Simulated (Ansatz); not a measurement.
The start is a relaxed Be cell displaced along its unstable phonon at q = (½, 0, 0) of its primitive reciprocal cell (377i cm⁻¹), largest move 0.15 Å. A full variable-cell relaxation at zero pressure is run with PBE (plane waves to 420 eV, PAW, scalar-relativistic; Ansatz, an electronic-structure program). The first steps use a coarse 8×15×15 k-mesh.

Starting cell:
```yaml
crystal:
  lattice:
    - [4.34684, 0.00000, 0.00000]
    - [0.00000, 2.17342, 0.00000]
    - [0.00000, 0.00000, 2.17342]
  atoms:
    - { symbol: Be, position: [0.00000, 0.00000, 0.93098] }
    - { symbol: Be, position: [0.50000, 0.00000, 0.06902] }
```

Problem. By how much does the energy per atom fall from start to end?

Solution. 0.45 eV/atom.

Problem. How does the volume change?

Solution. -4.9 %, from 10.27 to 9.77 Å³/atom.

Problem. Does it find its way back to the structure it was made from?

Solution. It does not go back: it reaches P6/mmm (No. 191), AFLOW prototype A_hP1_191_a (A_f, as in Sn), 0.50 eV/atom below the parent.

Problem. How do the shortest distances between atoms change?

Solution. The closest pairs of elements (up to four, under 3.6 Å), start → end: Be–Be 2.17 → 2.14 Å.

Problem. What band gap does the relaxed structure have at this level?

Solution. Zero (metallic).

Problem. What does it relax into? Give the structure.

Solution. 
Space group P6/mmm (No. 191); a = 2.144 Å, b = 2.144 Å, c = 2.454 Å, α = 90.00°, β = 90.00°, γ = 120.00°

| atom | site | symmetry | x | y | z |
|---|---|---|---|---|---|
| Be | 1a | 6/mmm | 0.0000 | 0.0000 | 0.0000 |

Final values are on a 25×25×19 k-mesh of the relaxed cell. No spin polarisation in the result.

The run could not lose the symmetry of its start, so the end can be a saddle point.

The relaxed structure here is a generated cell of Be: the first start was made by placing the elements on the sites of a structure type, and the end was not matched to a known phase here, so it may be hypothetical. Known forms of Be include space group No. 194.
